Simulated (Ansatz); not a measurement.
**BAs (zinc blende): map of one atom of the cell**

Relaxed BAs (zinc blende):

```
BAs
1.0
    0.00000     2.40467     2.40467
    2.40467     0.00000     2.40467
    2.40467     2.40467     0.00000
As B
1 1
Direct
  0.75000   0.75000   0.75000
  0.00000   0.00000   0.00000
```

In this cell atom 1 (As, nearest neighbour B at 2.083 Å; its periodic images, 3.4 Å or more away, move with it) is moved by u·(1.000, 0.000, 0.000) + v·(0.000, 0.000, 1.000); the rest is frozen.

These are PBE (plane waves to 420 eV, PAW, scalar-relativistic; Ansatz, an electronic-structure program) values and carry that method's errors. k mesh 10×10×10 (Γ-centred), Fermi-Dirac smearing 0.05 eV. The energy includes the smearing's −TS. As the smearing reaches across the gap at some points, energies and forces of such displacements shift with the k mesh and the smearing. Fu and Fv are the components of the force on the atom. BAs was relaxed with its symmetry unable to fall. ΔE is measured from the undisplaced structure. Axes are in Å.

ΔE (meV/cell), with u across and v down:

```tsv
v \ u	-0.310	-0.207	-0.103	0.000	0.103	0.207	0.310
-0.310	1482	1066	804	714	804	1066	1482
-0.207	1066	670	418	330	418	670	1066
-0.103	804	418	170	85	170	418	804
0.000	714	330	85	0	85	330	714
0.103	804	418	170	85	170	418	804
0.207	1066	670	418	330	418	670	1066
0.310	1482	1066	804	714	804	1066	1482
```

Fv (eV/Å), with u across and v down:

```tsv
v \ u	-0.310	-0.207	-0.103	0.000	0.103	0.207	0.310
-0.310	4.69	4.44	4.34	4.30	4.34	4.44	4.69
-0.207	3.30	3.18	3.10	3.09	3.10	3.18	3.30
-0.103	1.73	1.67	1.64	1.63	1.64	1.67	1.73
0.000	0.00	0.00	0.00	0.00	0.00	0.00	0.00
0.103	-1.73	-1.67	-1.64	-1.63	-1.64	-1.67	-1.73
0.207	-3.30	-3.18	-3.10	-3.09	-3.10	-3.18	-3.30
0.310	-4.69	-4.44	-4.34	-4.30	-4.34	-4.44	-4.69
```

Key numbers:

Principal force constants in the plane (five-point differences of the forces): 16.0 eV/Å², isotropic. Centre of the map: a minimum. Lowest place on the grid: u = 0.000 Å, v = 0.000 Å (0 meV/cell). Highest place on the grid, met at several equal points: u = -0.310 Å, v = -0.310 Å; u = 0.310 Å, v = -0.310 Å; u = -0.310 Å, v = 0.310 Å; u = 0.310 Å, v = 0.310 Å (1482 meV/cell).

(A displaced cell: forces are minus the slopes of the energy, force constants its curvatures, and phonons follow from these.)
